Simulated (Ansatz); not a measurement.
A relaxation computed with Ansatz, from input to last step.

```yaml
crystal:
  lattice:
    - [2.4963594707, -6.5771511348, 0.0]
    - [2.4963594707, 6.5771511348, 0.0]
    - [0.0, 0.0, 4.9714959066]
  atoms:
    - { symbol: Sb, position: [0.3544, 0.6456, 0.75] }
    - { symbol: Sb, position: [0.6456, 0.3544, 0.25] }
    - { symbol: S, position: [0.0776, 0.9224, 0.75] }
    - { symbol: S, position: [0.9224, 0.0776, 0.25] }
basis:
  ecutwfc: 420
kpoints:
  mp_grid: { grid: [4, 4, 4] }
hamiltonian:
  xc: pbe
scf:
  occupations: { method: gaussian, width: 0.1 }
  lower_state_search: "off"
output:
  forces: true
  stress: true
  eigenvalues: true
relax:
  adjacent_minimum: "off"
  f_tol: 0.04
  max_steps: 70
  cell: { stress_tol: 0.4 }
```

```bash
ansatz run input.yaml --threads 1 --pin off --max-ram 2560MiB --backend cpu --events-out ev --progress --plain --runs-dir out
```

Method: DFT PBE, scalar-relativistic, plane waves, PAW in Ansatz 0.2.0.

Of 14 frames 10 are shown, positions in Å and forces in eV/Å; the SCF threshold varies from step to step. Steps run on the plane waves of an earlier cell, with a Pulay correction in the pressure. The basis is chosen afresh for the last frame, the zero of the energies, and at times for earlier ones too; energy and pressure step there, also at an unchanged geometry.

```xyz
4
Lattice="2.4964 -6.5772 0.0000 2.4964 6.5772 0.0000 0.0000 0.0000 4.9715" Properties=species:S:1:pos:R:3:forces:R:3 pbc="T T T" step=1 free_energy_over_end_meV_per_atom=1457.04 pressure_GPa=-9.65
Sb    2.4964    1.9153    3.7286    0.0000   -0.0662    0.0000
Sb    2.4964   -1.9153    1.2429    0.0000    0.0662    0.0000
S     2.4964    5.5564    3.7286    0.0000   -1.0109    0.0000
S     2.4964   -5.5564    1.2429    0.0000    1.0109    0.0000
4
Lattice="2.3747 -6.3130 0.0000 2.3747 6.3130 0.0000 0.0000 0.0000 4.7683" Properties=species:S:1:pos:R:3:forces:R:3 pbc="T T T" step=2 free_energy_over_end_meV_per_atom=1056.25 pressure_GPa=-10.36
Sb    2.3747    1.8284    3.5762    0.0000   -0.0055    0.0000
Sb    2.3747   -1.8284    1.1921    0.0000    0.0055    0.0000
S     2.3747    5.2154    3.5762    0.0000   -1.5972    0.0000
S     2.3747   -5.2154    1.1921    0.0000    1.5972    0.0000
4
Lattice="2.1873 -5.8261 0.0000 2.1873 5.8261 0.0000 0.0000 0.0000 4.4304" Properties=species:S:1:pos:R:3:forces:R:3 pbc="T T T" step=4 free_energy_over_end_meV_per_atom=278.00 pressure_GPa=-7.06
Sb    2.1873    1.6870    3.3228    0.0000    0.1431    0.0000
Sb    2.1873   -1.6870    1.1076    0.0000   -0.1431    0.0000
S     2.1873    4.4678    3.3228    0.0000   -1.5108    0.0000
S     2.1873   -4.4678    1.1076    0.0000    1.5108    0.0000
4
Lattice="2.1346 -5.6549 0.0000 2.1346 5.6549 0.0000 0.0000 0.0000 4.3076" Properties=species:S:1:pos:R:3:forces:R:3 pbc="T T T" step=5 free_energy_over_end_meV_per_atom=131.39 pressure_GPa=-1.41
Sb    2.1346    1.6580    3.2307    0.0000   -0.5947    0.0000
Sb    2.1346   -1.6580    1.0769    0.0000    0.5947    0.0000
S     2.1346    4.1689    3.2307    0.0000   -0.4186    0.0000
S     2.1346   -4.1689    1.0769    0.0000    0.4186    0.0000
4
Lattice="2.0621 -5.7290 0.0000 2.0621 5.7290 0.0000 0.0000 0.0000 4.1456" Properties=species:S:1:pos:R:3:forces:R:3 pbc="T T T" step=7 free_energy_over_end_meV_per_atom=37.03 pressure_GPa=-0.89
Sb    2.0621    1.4344    3.1092    0.0000   -0.2294    0.0000
Sb    2.0621   -1.4344    1.0364    0.0000    0.2294    0.0000
S     2.0621    4.0509    3.1092    0.0000    0.2108    0.0000
S     2.0621   -4.0509    1.0364    0.0000   -0.2108    0.0000
4
Lattice="2.0096 -5.8698 0.0000 2.0096 5.8698 0.0000 0.0000 0.0000 3.8985" Properties=species:S:1:pos:R:3:forces:R:3 pbc="T T T" step=8 free_energy_over_end_meV_per_atom=27.50 pressure_GPa=1.50
Sb    2.0096    1.3205    2.9239    0.0000    0.1099    0.0000
Sb    2.0096   -1.3205    0.9746    0.0000   -0.1099    0.0000
S     2.0096    4.0985    2.9239    0.0000    0.4147    0.0000
S     2.0096   -4.0985    0.9746    0.0000   -0.4147    0.0000
4
Lattice="2.0406 -6.3836 0.0000 2.0406 6.3836 0.0000 0.0000 0.0000 3.5811" Properties=species:S:1:pos:R:3:forces:R:3 pbc="T T T" step=10 free_energy_over_end_meV_per_atom=6.12 pressure_GPa=1.68
Sb    2.0406    1.4272    2.6859    0.0000    0.0577    0.0000
Sb    2.0406   -1.4272    0.8953    0.0000   -0.0577    0.0000
S     2.0406    4.4754    2.6859    0.0000   -0.0796    0.0000
S     2.0406   -4.4754    0.8953    0.0000    0.0796    0.0000
4
Lattice="2.0796 -6.2793 0.0000 2.0796 6.2793 0.0000 0.0000 0.0000 3.7173" Properties=species:S:1:pos:R:3:forces:R:3 pbc="T T T" step=11 free_energy_over_end_meV_per_atom=3.80 pressure_GPa=-1.54
Sb    2.0796    1.4437    2.7880    0.0000    0.0923    0.0000
Sb    2.0796   -1.4437    0.9293    0.0000   -0.0923    0.0000
S     2.0796    4.4061    2.7880    0.0000   -0.0714    0.0000
S     2.0796   -4.4061    0.9293    0.0000    0.0714    0.0000
4
Lattice="2.0658 -6.3580 0.0000 2.0658 6.3580 0.0000 0.0000 0.0000 3.6526" Properties=species:S:1:pos:R:3:forces:R:3 pbc="T T T" step=13 free_energy_over_end_meV_per_atom=-0.85 pressure_GPa=-0.21
Sb    2.0658    1.4787    2.7395    0.0000    0.0037    0.0000
Sb    2.0658   -1.4787    0.9132    0.0000   -0.0037    0.0000
S     2.0658    4.4322    2.7395    0.0000   -0.0165    0.0000
S     2.0658   -4.4322    0.9132    0.0000    0.0165    0.0000
4
Lattice="2.0658 -6.3580 0.0000 2.0658 6.3580 0.0000 0.0000 0.0000 3.6526" Properties=species:S:1:pos:R:3:forces:R:3 pbc="T T T" step=14 free_energy_over_end_meV_per_atom=0.00 pressure_GPa=-0.22
Sb    2.0658    1.4787    2.7395    0.0000    0.0035    0.0000
Sb    2.0658   -1.4787    0.9132    0.0000   -0.0035    0.0000
S     2.0658    4.4322    2.7395    0.0000   -0.0165    0.0000
S     2.0658   -4.4322    0.9132    0.0000    0.0165    0.0000
```

The start puts this composition into another compound's structure type, which needn't suit it. The cell shrinks from 40.8 to 24.0 Å³ an atom, so the end can be far from any stable crystal. At the end the space group is Cmcm (tolerance 0.05 Å).

Time: 35 s on 1 thread of Intel(R) Xeon(R) 6975P-C (Granite Rapids), with other jobs on the host, peak memory 0.5 GiB.

The k mesh is coarse.